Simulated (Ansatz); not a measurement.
Given:

Tc:
```
CELL_PARAMETERS angstrom
     -1.54017     1.54017     1.54017
      1.54017    -1.54017     1.54017
      1.54017     1.54017    -1.54017
ATOMIC_POSITIONS crystal
  Tc 0.00000 0.00000 0.00000
```

This is the PBE-relaxed structure.

Task: All from plane-wave PAW PBE (Ansatz code), unless another level is named. Estimate the bulk modulus (Birch–Murnaghan fit).

Result: 293 GPa.

Task: Next, the elastic constants (relaxed ions, GPa)?

Result: C11 = 275, C12 = 302, C44 = 120.

Space group Im-3m (bcc (W type)). The cell is a constructed one: a structure type filled with these elements; neither database checked (COD, Materials Project) lists it. It is not the phase usual at ambient conditions (space group No. 194). The PBE relaxation kept the symmetry of its start. At this level the phase is mechanically unstable. The run is not spin-polarised. As this level gives no gap, shear constants depend on the k-mesh and smearing (Fermi–Dirac, 0.1 eV here). On the denser mesh and wider smearing of the elastic run this cell carries a stress of 0.3 GPa.

Potentials: the later of the program's two PAW sets.
